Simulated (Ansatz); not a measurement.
SiB (wurtzite, P6_3mc) under volume change, LDA in the plane-wave PAW code Ansatz, shape and atoms relaxed at each volume.

```json
[
 {"V (Å³/atom)": "11.168", "E − E(relaxed) (meV/atom)": "47.5", "P (GPa)": "14.86"},
 {"V (Å³/atom)": "11.537", "E − E(relaxed) (meV/atom)": "(withheld)", "P (GPa)": "(withheld)"},
 {"V (Å³/atom)": "11.905", "E − E(relaxed) (meV/atom)": "(withheld)", "P (GPa)": "(withheld)"},
 {"V (Å³/atom)": "12.273", "E − E(relaxed) (meV/atom)": "0.0", "P (GPa)": "0.00"},
 {"V (Å³/atom)": "12.641", "E − E(relaxed) (meV/atom)": "3.8", "P (GPa)": "-3.35"},
 {"V (Å³/atom)": "13.009", "E − E(relaxed) (meV/atom)": "15.3", "P (GPa)": "-6.53"},
 {"V (Å³/atom)": "13.377", "E − E(relaxed) (meV/atom)": "33.6", "P (GPa)": "-9.38"}
]
```

### Question
Some entries are withheld; supply them.

### Answer

- 11.537, E − E(relaxed) (meV/atom): 20.1
- 11.537, P (GPa): 9.18
- 11.905, E − E(relaxed) (meV/atom): 4.8
- 11.905, P (GPa): 4.27

### Question
What does a third-order Birch–Murnaghan fit give for V₀, B₀ and B′?

### Answer
V₀ = 12.28 Å³/atom, B₀ = 129 GPa, B′ = 4.0.

The first step of the workflow began from a Materials Project structure, measured or hypothetical; the Crystallography Open Database copy checked does not list it. Whether it is the stable phase at ambient conditions was not checked. The cell was relaxed with LDA under the symmetry of its start. At this level the phase is mechanically unstable. Its formation energy is positive at this level, so the cell may be metastable or incomplete.

Potentials: the later of the program's two PAW sets.
